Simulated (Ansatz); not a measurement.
Input file for Ansatz (a first-principles code):

Ansatz 0.2 input:
```yaml
crystal:
  lattice:
    - [0.0, 3.737056184, 3.737056184]
    - [3.737056184, 0.0, 3.737056184]
    - [3.737056184, 3.737056184, 0.0]
  atoms:
    - { symbol: C, position: [0.5704758667, 0.2885724, 0.5704758667] }
    - { symbol: C, position: [0.9614276, 0.6795241333, 0.6795241333] }
    - { symbol: C, position: [0.5704758667, 0.5704758667, 0.2885724] }
    - { symbol: C, position: [0.6795241333, 0.9614276, 0.6795241333] }
    - { symbol: C, position: [0.5704758667, 0.5704758667, 0.5704758667] }
    - { symbol: C, position: [0.6795241333, 0.6795241333, 0.6795241333] }
    - { symbol: C, position: [0.2885724, 0.5704758667, 0.5704758667] }
    - { symbol: C, position: [0.6795241333, 0.6795241333, 0.9614276] }
kpoints:
  mp_grid: { grid: [7, 7, 7] }
hamiltonian:
  xc: r2scan
  pseudopotentials: { azcp: { folder: ./paw }, kind: paw }
scf:
  occupations: { method: fixed }
checkpoint: { read: static.run }
output: { write_density: true, elf: true, volumetric_format: npy }
basis: { fft_grid_basis: typed }
```

Output (shortened):

```
Pseudopotential: C, paw, valence charge 4
Functional definition: r2SCAN
Crystal: 8 atoms, lattice volume = 104.380 Å³
Basis set: ecut = 500 eV, 2685 PW (Γ), exchange–correlation on 160×160×160 points (64 copies of the dense FFT grid, shifted against one another)
Bands: 24, of which v1, the nominal top of the filled ones, is band 16 counted from 1 (15 counted from 0)
Symmetry: 48 space group operations
Space group: Fd-3m (ITA 227), of the structure as read, at distance tolerance 4.7e-5 Å
k-points: 20 of 343
Stability of the state it starts from, as read at its close in the unpolarized treatment …
iter 1 solved again at ethr=3.75e-7 eV; its pass at ethr=3.10e-3 eV (dr2=1.20e-4 eV) is discarded
SCF iter   1: F=—  HF=-2002.061915 eV  |F-HF|=—  |Δ(HF+E_count)|=         —  Δρ=2.65e-6  dr2=3.35e-9  dr2_τ=4.64e-10  ethr=3.75e-7  ⟨swp⟩=3.0  Hψ=3353  notcnv=0  defer=116
preconditioner: auto → none
SCF iter   2: F=—  HF=-2002.061917 eV  |F-HF|=—  |Δ(HF+E_count)|=   2.25e-6  Δρ=1.54e-6  dr2=1.53e-9  dr2_τ=5.81e-10  ethr=1.05e-11  ⟨swp⟩=11.7  Hψ=2811  notcnv=0
SCF iter   3: F=-2002.061917 eV  HF=-2002.061917 eV  |F-HF|=2.52e-10  |Δ(HF+E_count)|=  3.37e-10  Δρ=9.77e-7  dr2=5.34e-10  dr2_τ=7.35e-11  ethr=4.79e-12  ⟨swp⟩=1.0  Hψ=1101  notcnv=0
SCF 1 converged in 3 iterations: F = -2002.061917 eV  dr2 = 5.34e-10
SCF converged after 3 iterations
Free energy (F): -2002.061917 eV
Harris-Foulkes:  -2002.061917 eV  (|F-HF|=2.52e-10)
Internal energy: -2002.061917 eV  (E = F + TS)
E sigma→0 (E₀):  -2002.061917 eV
Fermi energy:    4.480238 eV
--- Per-component energies (eV) ---
  E_band       = -209.601367
  E_kinetic    = 715.873025
  E_local      = -2062.225353  (includes V_loc(G=0)·N_el)
  E_nonlocal   = 179.522721
  E_hartree    = 749.588313
  E_xc         = -367.921171
  E_vxc        = -508.513361  (∫ρ·V_xc dr)
  E_paw        = -812.618740  (= ΣΔE_a)
  E_vpaw       = -62.640455  (= ΣTr[D̂ρ^β])
  E_aug_tail   = 0.000021  (compensation charges beyond the density's cutoff)
  E_vtau       = 29.205692  (kinetic-family band-sum trace: ∫τ·v_τ [+ j·A + Jᵃ·Aᵃ] dr)
  E_ewald      = -404.082541
  E_core_change = -0.198191  (= ΣΔE_core)
  E_smearing   =  0.000000  (= −TS)
  E_closure    = 0.000000  (closes the sum)
  Σ components = -2002.061917   (vs F -2002.061917, Δ=0.00e0)
  [band-id]    e_kinetic+e_local+e_nonlocal+2·e_hartree+e_vxc+e_vpaw+e_augmentation_tail+e_vtau = -209.601085   (vs E_band -209.601367, Δ=2.82e-4)
--- Band table (eV; the first three rows and the last of 20) ---
  k-point 0: bands = ["-19.9290", "-18.9371", "-10.9503", "-10.9503", "-10.9503", "-9.0388", "-6.8310", "-6.8310", "-6.8310", "-1.7427", "-1.7427", "-1.7427", "-1.6376", "-1.6376", "4.4802", "4.4802", "6.9641", "6.9788", "6.9788", "6.9788", "9.6465", …
  k-point 1: bands = ["-19.8959", "-18.9776", "-10.9772", "-10.9772", "-10.9380", "-9.1740", "-6.7167", "-6.7167", "-6.5325", "-2.2294", "-2.2294", "-2.0065", "-1.1970", "-1.1970", "3.9575", "3.9575", "6.9780", "6.9849", "7.5416", "7.5416", "9.7245", …
  k-point 2: bands = ["-19.8086", "-19.0814", "-11.0350", "-11.0350", "-10.9113", "-9.4107", "-6.4400", "-6.4400", "-5.8241", "-2.7367", "-2.7367", "-2.6943", "-0.8099", "-0.8099", "3.1545", "3.1545", "6.9986", "7.1530", "8.3095", "8.3095", "9.4620", …
  k-point 19: bands = ["-19.5265", "-19.3902", "-11.2585", "-11.2009", "-10.3646", "-10.0542", "-5.4685", "-5.3149", "-4.5133", "-4.3176", "-4.0492", "-3.7313", "0.2044", "0.6988", "0.8833", "1.5579", "8.0460", "8.3510", "8.6993", "9.1864", "10.0008", …
```

Cost: very roughly 9 core-seconds on shared cores.

The start of the workflow was typed in or built on a structure type. Its sites differ from those of the usual phase in this space group: another stacking or structure type. Symmetry was held in the r²SCAN relaxation; whether a distortion lowers the energy is not shown.

Potentials: the earlier of the program's two PAW sets.

Ansatz is a plane-wave DFT program.
